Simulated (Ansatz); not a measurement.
# KMgF3 (Pm-3m), a film clamped to a substrate

Computed with DFT PBEsol, scalar-relativistic, plane waves, PAW in Ansatz 0.2.0. Cutoff 420 eV, Γ-centred 6×6×6 k-points, Gaussian smearing of 0.05 eV. No spin polarisation. Energies are free energies at this smearing, counted from the undisturbed cell; pressure is positive in compression.

Zero of the scan (as given, not relaxed at this level; it stands at 0.3 GPa, and it needn't be the usual structure):

```xyz
5
Lattice="3.9859 0.0000 0.0000 0.0000 3.9859 0.0000 0.0000 0.0000 3.9859" Properties=species:S:1:pos:R:3 pbc="T T T"
K     1.9929    1.9929    1.9929
Mg    0.0000    0.0000    0.0000
F     1.9929    0.0000    0.0000
F     0.0000    1.9929    0.0000
F     0.0000    0.0000    1.9929
```

The cell (5 atoms, V0 = 63.33 Å³) is strained by p along both x and y and by q along z, fractional coordinates fixed. τp = (1/V0) ∂E/∂p = (σxx + σyy)(1 + p)(1 + q) and τq = (1/V0) ∂E/∂q = σzz(1 + p)², with tension positive.

| p | q | ΔE (meV/atom) | τp (GPa) | τq (GPa) |
| --- | --- | --- | --- | --- |
| 0.000 | 0.000 | 0.00 | -0.61 | -0.30 |
| -0.040 | 0.000 | 28.25 | -18.50 | -3.74 |
| 0.040 | 0.000 | 18.04 | 11.18 | 2.66 |
| 0.000 | -0.040 | 11.25 | -4.01 | -7.29 |
| 0.000 | 0.040 | 6.78 | 2.39 | 4.25 |

Problem. Get the second derivatives of the energy density.

Solution. Central differences give A = ∂τp/∂p = 371 GPa (C11 + C22 + 2 C12), C = ∂τq/∂q = 144 GPa (C33) and the cross term B = ∂τq/∂p = 80 GPa (C13 + C23); ∂τp/∂q = 80 GPa must equal B, and any difference shows higher-order terms. Steps this large leave an error of some per cent of A or C in all of these, which can swamp a small B. The ions are clamped. In a cubic crystal C11 = C = 144, C12 = B/2 = 40 GPa and A should be 2(C11 + C12) = 369 GPa; the bulk modulus is (C11 + 2 C12)/3 = 75 GPa.

Problem. A film of this crystal grows with z along the normal on a substrate that imposes p. How does its thickness respond, and what does the misfit cost?

Solution. Count p and q from the stress-free cell. A free surface needs τq = 0, so q = −(B/C) p = -0.55 p. The energy density left is (A − B²/C) p²/2 = M p², with the biaxial modulus M = 163 GPa; a misfit of 1 % costs 1.29 meV/atom, against 1.47 meV/atom if the thickness were held.

At p = 0.080 the energies along q are 77.3 (q = -0.080), 59.3 (q = -0.040), 66.3 (q = 0.000), 89.5 (q = 0.040), 122.5 (q = 0.080) meV/atom.

Problem. Does the linear rule hold at this misfit?

Solution. A parabola through the lowest point and its neighbours has its minimum at q = -0.031, 58.7 meV/atom. With the stress left in the starting cell, τp0 and τq0, linear elasticity gives q = −(τq0 + Bp)/C = -0.042 and E = V0(τp0 p + τq0 q + Ap²/2 + Bpq + Cq²/2)/N = 79.9 meV/atom. The energies differ by more than a tenth, so the quadratic law fails here: the gap holds the anharmonic part, with some error from the wide steps. Cubic terms also shift the vertex of so wide a parabola.

Symmetry holds off the tilts and polar distortions that many cubic perovskites undergo.